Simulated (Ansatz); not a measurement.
**ScSi3 (AuCu3-type structure)**

Method: PBE, scalar-relativistic; no spin polarisation; PAW, 420 eV, Γ-centred 8×8×8 mesh, 0.05 eV Gaussian smearing; code Ansatz. The datasets are Ansatz's generated set soft_2.

```yaml
crystal:
  lattice:
    - [3.96555, 0.00000, 0.00000]
    - [0.00000, 3.96555, 0.00000]
    - [0.00000, 0.00000, 3.96555]
  atoms:
    - { symbol: Sc, position: [0.00000, 0.00000, 0.00000] }
    - { symbol: Si, position: [0.00000, 0.50000, 0.50000] }
    - { symbol: Si, position: [0.50000, 0.50000, 0.00000] }
    - { symbol: Si, position: [0.50000, 0.00000, 0.50000] }
```

The structure was built from a prototype; whether the compound forms in it isn't claimed.

The cell above was scaled in volume, its shape and atoms being fixed by the lattice's symmetry. Energies are counted from the cell above.

The cell is relaxed to zero pressure at this level.

```json
{"V (Å³/atom)": "14.733", "ΔE (meV/atom)": "15.96", "P from the stress (GPa)": "6.24"}
{"V (Å³/atom)": "14.967", "ΔE (meV/atom)": "8.24", "P from the stress (GPa)": "4.36"}
{"V (Å³/atom)": "15.278", "ΔE (meV/atom)": "2.01", "P from the stress (GPa)": "2.08"}
{"V (Å³/atom)": "15.590", "ΔE (meV/atom)": "0.00", "P from the stress (GPa)": "0.02"}
{"V (Å³/atom)": "15.902", "ΔE (meV/atom)": "1.79", "P from the stress (GPa)": "-1.83"}
{"V (Å³/atom)": "16.214", "ΔE (meV/atom)": "7.04", "P from the stress (GPa)": "-3.49"}
{"V (Å³/atom)": "16.682", "ΔE (meV/atom)": "20.59", "P from the stress (GPa)": "-5.66"}
{"V (Å³/atom)": "17.149", "ΔE (meV/atom)": "39.99", "P from the stress (GPa)": "-7.47"}
```

Question: Do the energies and the pressures agree? Compare −ΔE/ΔV between neighbouring points (1 meV/Å³ = 0.1602 GPa) with the mean of their pressures.

Answer: 
| interval (Å³/atom) | −ΔE/ΔV (GPa) | mean P (GPa) |
| --- | --- | --- |
| 14.73 to 14.97 | 5.3 | 5.3 |
| 14.97 to 15.28 | 3.2 | 3.2 |
| 15.28 to 15.59 | 1.0 | 1.0 |
| 15.59 to 15.90 | -0.9 | -0.9 |
| 15.90 to 16.21 | -2.7 | -2.7 |
| 16.21 to 16.68 | -4.6 | -4.6 |
| 16.68 to 17.15 | -6.6 | -6.6 |
They differ by 0.08 GPa at most.

Question: What do the two routes give for V0, B0 and B0′?

Answer: A third-order Birch–Murnaghan fit of the energies: V0 = 15.59 Å³/atom, B0 = 98 GPa, B0′ = 4.3. A polynomial of P in ln V, with B = −dP/d ln V at P = 0: V0 = 15.59 Å³/atom, B0 = 98 GPa, B0′ = 4.3.

B0·V0 = 97.6 GPa × 15.59 Å³ = 9.50 eV/atom sets the scale: near the minimum ΔE ≈ ½ B0 V0 x², with x = V/V0 − 1, and a pressure of 1.0 GPa squeezes the volume by about 1 %. At the ends of the curve: x = −5.5 % predicts 14.4 meV/atom and the run gives 16.0; x = +10.0 % predicts 47.4 meV/atom and the run gives 40.0. The lopsidedness is anharmonic: atoms resist being pushed together more than being pulled apart.

The cell is a metal with an odd number of electrons, and spin polarisation wasn't tried.
